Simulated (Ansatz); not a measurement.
Vibrational response of Li2PdC2

The calculation used DFT PBE, scalar-relativistic, plane waves, PAW in Ansatz. Settings: 420 eV plane-wave cutoff, Γ-centred 12×12×8 mesh, Fermi-Dirac smearing of 0.15 eV. No spin polarisation. Phonons by linear response, acoustic sum rule imposed.

Relaxed structure:
```yaml
crystal:
  lattice:
    - [3.82556, 0.00000, 0.00000]
    - [-1.91278, 3.31303, 0.00000]
    - [0.00000, 0.00000, 5.26476]
  atoms:
    - { symbol: Li, position: [0.66667, 0.33333, 0.70424] }
    - { symbol: Li, position: [0.33333, 0.66667, 0.29576] }
    - { symbol: Pd, position: [0.00000, 0.00000, 0.00000] }
    - { symbol: C, position: [0.00000, 0.00000, 0.62014] }
    - { symbol: C, position: [0.00000, 0.00000, 0.37986] }
```

The cell was built by swapping an element in a database structure (itself possibly hypothetical) and relaxing; it need not be the stable form of this composition. In a metal, frequencies and elastic constants depend on the k mesh and the smearing, soft modes and shear constants most.

(1) Is this structure stable against zone-centre distortions?

(2) List the optical modes at Γ (i marks imaginary ones).

Answers

(1) Yes, at Γ: no optical mode is imaginary. Strains and other wave vectors aren't tested by this run.

(2)
```tsv
frequency (meV)	degeneracy
21.2	1
29.7	2
33.5	2
37.0	1
47.4	2
53.7	2
63.5	1
229.6	1
```

The bands only touch here, so at this level the crystal is a zero-gap semiconductor or semimetal, not an ordinary metal; spin–orbit coupling, left out, can open or move such a gap.